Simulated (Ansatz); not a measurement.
Relaxed KCl (rock salt):

```yaml
crystal:
  lattice:
    - [0.00000, 6.38117, 6.38117]
    - [3.19058, 3.19058, 6.38117]
    - [3.19058, 3.19058, 0.00000]
  atoms:
    - { symbol: Cl, position: [0.00000, 0.00000, 0.00000] }
    - { symbol: Cl, position: [0.50000, 0.00000, 0.00000] }
    - { symbol: K, position: [0.00000, 0.50000, 0.50000] }
    - { symbol: K, position: [0.50000, 0.50000, 0.50000] }
```

A phonon eigenvector at X = (0.5, 0.5, 0.0) is frozen into this cell: atom i moves by Q times the vector below, so Q is the largest atomic displacement, in Å. The cell is held. It is one choice among 2 degenerate patterns. (q is in reciprocal vectors of the primitive cell; the cell shown is doubled to hold the pattern.)

| atom | x | y | z |
|---|---|---|---|
| Cl1 | 0.000 | 0.962 | 0.000 |
| Cl2 | 0.000 | -0.962 | 0.000 |
| K3 | 0.000 | -1.000 | 0.000 |
| K4 | 0.000 | 1.000 | 0.000 |

These are PBE (plane waves to 420 eV, PAW, scalar-relativistic; Ansatz, a program for electronic structure) values and carry that method's errors. k mesh 9×9×9 (Γ-centred), Fermi-Dirac smearing 0.05 eV. Energies are smeared free energies. KCl was relaxed with its symmetry unable to fall. The zero of ΔE is the undisplaced structure.

```
Q (Å)    ΔE (meV/cell)
-------  -------------
-0.2800           76.4
-0.2333           52.5
-0.1867           33.3
-0.1400       withheld
-0.0933            8.2
-0.0467            2.0
0.0000             0.0
0.0467             2.0
0.0933             8.2
0.1400        withheld
0.1867            33.3
0.2333            52.5
0.2800            76.4
```

**Question.** Fit an even polynomial form (powers 2, 4) to the given rows and predict ΔE at Q = -0.1400.

**Answer.** Least squares on the 11 given rows: ΔE = (940.3)·Q² + (437.8)·Q⁴, in meV/cell with Q in Å; root-mean-square residual 0.03 meV/cell. At -0.1400 the fit gives 18.6 meV/cell; the calculation gives 18.6 meV/cell, the same to the digits shown. The quadratic term alone would give 18.4 meV/cell.

(For displaced atoms, the force is minus the slope of the energy, and its curvature is a force constant, which sets phonon frequencies.)
